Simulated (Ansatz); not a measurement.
## Calculated field gradients at the nuclei for TiO₂ at a changed volume

The cell is a structure deposited in the COD, relaxed with PBE at fixed cell and then changed (volume scaled by 0.98, ions relaxed).

Space group Pbca (No. 61); a = 5.1105, b = 9.1234, c = 5.4104 Å.

| site | Wyckoff | site symmetry | x | y | z |
| --- | --- | --- | --- | --- | --- |
| Ti | 8c | 1 | 0.1389 | 0.1291 | 0.9040 |
| O9 | 8c | 1 | 0.4635 | 0.2309 | 0.8893 |
| O17 | 8c | 1 | 0.8140 | 0.0090 | 0.8498 |

One atom of each set is listed.

All values are calculated (Ansatz; DFT, PBE, plane waves and PAW, scalar-relativistic, 420 eV cutoff, Γ-centred 5×3×5 k-points, Fermi–Dirac smearing 0.02 eV), not measured.

V_zz is the principal component of the electric field gradient with the largest magnitude, η = (V_xx − V_yy)/V_zz and C_Q = eQV_zz/h.

Ti-49: I = 7/2, Q = 247.0 mb; 17O: I = 5/2, Q = -25.58 mb. Quadrupole moments are those of Pyykkö's year-2017 table.

```tsv
site	atoms	first shell	V_zz (10²¹ V/m²)	η	C_Q (MHz)
Ti	8	6 O at 1.85–2.05 Å	1.96	0.75	11.7
O9	8	3 Ti at 1.90–2.05 Å	-2.31	0.85	1.43
O17	8	3 Ti at 1.85–2.01 Å	1.93	0.91	-1.19
```

At this changed cell the PBE pressure is 9 GPa.
